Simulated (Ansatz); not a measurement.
Input and command of a plane-wave DFT calculation in Ansatz:

```yaml
crystal:
  lattice:
    - [4.3299847595, 0.0, 0.0]
    - [-2.1649923797, 3.7498767997, 0.0]
    - [0.0, 0.0, 16.2367197583]
  atoms:
    - { symbol: Ge, position: [0.0, 0.0, 0.0] }
    - { symbol: Sb, position: [0.3333333333, 0.6666666667, 0.5440991995] }
    - { symbol: Sb, position: [0.6666666667, 0.3333333333, 0.4559008005] }
    - { symbol: Sb, position: [0.6666666667, 0.3333333333, 0.7907683463] }
    - { symbol: Sb, position: [0.3333333333, 0.6666666667, 0.2092316537] }
    - { symbol: Te, position: [0.3333333333, 0.6666666667, 0.9045184749] }
    - { symbol: Te, position: [0.6666666667, 0.3333333333, 0.0954815251] }
    - { symbol: Te, position: [0.0, 0.0, 0.6939667076] }
    - { symbol: Te, position: [0.0, 0.0, 0.3060332924] }
basis:
  ecutwfc: 420
kpoints:
  mp_grid: { grid: [12, 12, 2] }
hamiltonian:
  xc: pbe
scf:
  occupations: { method: gaussian, width: 0.03 }
output:
  forces: true
  stress: true
  eigenvalues: true
```

```bash
ansatz run input.yaml --threads 2 --pin off --max-ram 5120MiB --backend cpu --events-out ev --progress --plain --runs-dir out
```

Processor: Arm Neoverse V2, 2 threads, on a host shared with other jobs.

Task: Estimate time, memory and problem size.

Result: About 23 s on 2 threads of Arm Neoverse V2, on a shared host, peak memory 0.95 GiB. It solves 83 bands at 38 k points (the mesh reduced by symmetry) with about 5173 plane waves, in 8 SCF iterations.
